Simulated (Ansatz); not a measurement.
In r²SCAN (plane waves, PAW; program Ansatz), TaTe in the orthorhombic phase (Cmcm; Te on 4c, Ta on 4c) relaxes to a = 3.630 Å, b = 10.123 Å, c = 4.734 Å. Against the elements it lies at 0.075 eV/atom, with no fitted shifts.

Electronic character: metallic (no gap).

The bulk modulus is 111 GPa. Bader charges are Te -0.82, Ta +0.82 e.

The start of the workflow was typed in or built on a structure type; neither database checked (COD, Materials Project) lists it. Its standing as an ambient phase is unchecked. Symmetry was held in the r²SCAN relaxation; whether a distortion lowers the energy is not shown. No spin polarisation was allowed. The references are the lowest solids computed at this level, not always the standard phases. Spin–orbit coupling is left out wherever it is not named.

Potentials: the earlier of the program's two PAW sets.
